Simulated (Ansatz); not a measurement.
**Guessed and relaxed cells of Cu**

A trial structure of Cu was built thus: random sheet by layer group and Wyckoff sites. Lengths were set from tabulated atomic sizes, so they are only a guess.

This is a two-dimensional sheet: the third axis spans vacuum and isn't periodic. Symmetry isn't written into the files.

start.cif

```cif
data_structure
_symmetry_space_group_name_H-M 'P 1'
_symmetry_Int_Tables_number 1
_cell_length_a 3.6105
_cell_length_b 3.6105
_cell_length_c 14.0000
_cell_angle_alpha 90.000
_cell_angle_beta 90.000
_cell_angle_gamma 120.000
_cell_volume 158.05
loop_
_atom_site_label
_atom_site_type_symbol
_atom_site_fract_x
_atom_site_fract_y
_atom_site_fract_z
_atom_site_occupancy
Cu1 Cu 0.66667 0.33333 0.50000 1
Cu2 Cu 0.33333 0.66667 0.50000 1
```

All numbers below come from DFT PBE, scalar-relativistic, plane waves, PAW (Ansatz 0.2.0). Cutoff 420 eV, Gaussian smearing, Γ-centred meshes. In-plane cell and atoms relax first on a coarse mesh and then on a finer one. In metals the finer mesh still leaves noise of several meV/atom or more. The steps can't lower the symmetry of their start. No spin polarisation.

end.cif

```cif
data_structure
_symmetry_space_group_name_H-M 'P 1'
_symmetry_Int_Tables_number 1
_cell_length_a 3.9624
_cell_length_b 3.9624
_cell_length_c 23.8000
_cell_angle_alpha 90.000
_cell_angle_beta 90.000
_cell_angle_gamma 120.000
_cell_volume 323.62
loop_
_atom_site_label
_atom_site_type_symbol
_atom_site_fract_x
_atom_site_fract_y
_atom_site_fract_z
_atom_site_occupancy
Cu1 Cu 0.66667 0.33333 0.29412 1
Cu2 Cu 0.33333 0.66667 0.29412 1
```

The symmetry stays p6/mmm (No. 80). The area per atom grows by 20.4 %, from 5.6 to 6.8 Å². The shortest distance goes from 2.08 Å (Cu–Cu) to 2.29 Å (Cu–Cu). The energy falls by about 0.26 eV/atom (the start's value is from the coarse mesh). The program sets the height of the box itself, so the height of the cell differs between start and end.

```yaml
Layer_group: p6/mmm (No. 80)
In-plane_cell: a = 3.962 Å, b = 3.962 Å, γ = 120.0°
Area_per_atom: 6.80 Å²
Thickness_between_the_outermost_nuclei: 0.00 Å
Energy_over_the_standard_state: +1.43 eV/atom
Gap_on_the_18×18×1_mesh_of_the_2-atom_cell: 0 eV (a metal)
```

Energies count from the standard state of Cu at the same level. So it is a metastable form at best.

The last run used Gaussian smearing of 0.10 eV. Symmetry constrained the relaxation, so the result can be a saddle point. In all, the 3 runs took 3 min on 1 thread of Arm Neoverse N1, on a shared host.
